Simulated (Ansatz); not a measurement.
ZnAg in space group P-6m2 (No. 187; Zn on 1a, Ag on 1d) under volume change, PBEsol (plane waves, PAW; program Ansatz), shape and atoms relaxed at each volume.

| V (Å³/atom) | E − E(relaxed) (meV/atom) | P (GPa) |
|---|---|---|
| 13.988 | 51.9 | 13.30 |
| 14.450 | 21.5 | 7.99 |
| 14.911 | 5.0 | 3.61 |
| 15.372 | 0.0 | 0.00 |
| 15.833 | 4.4 | -2.97 |
| 16.294 | 16.6 | -5.40 |
| 16.755 | 35.1 | -7.41 |

### Question
What does a third-order Birch–Murnaghan fit give for V₀, B₀ and B′?

### Answer
V₀ = 15.37 Å³/atom, B₀ = 109 GPa, B′ = 5.5.

The workflow started from a Materials Project entry (that database holds measured and hypothetical structures alike); the Crystallography Open Database copy checked does not list it. COD files the formula under space group No. 221. With Zn and Ag taken as one species the cell has the higher symmetry P6_3/mmc, so it may be an ordered model of a mixed-site phase. Its standing as an ambient phase is unchecked. The PBEsol relaxation kept the symmetry of its start; whether a distortion lowers the energy is not shown. The run is not spin-polarised.

Potentials: the later of the program's two PAW sets.
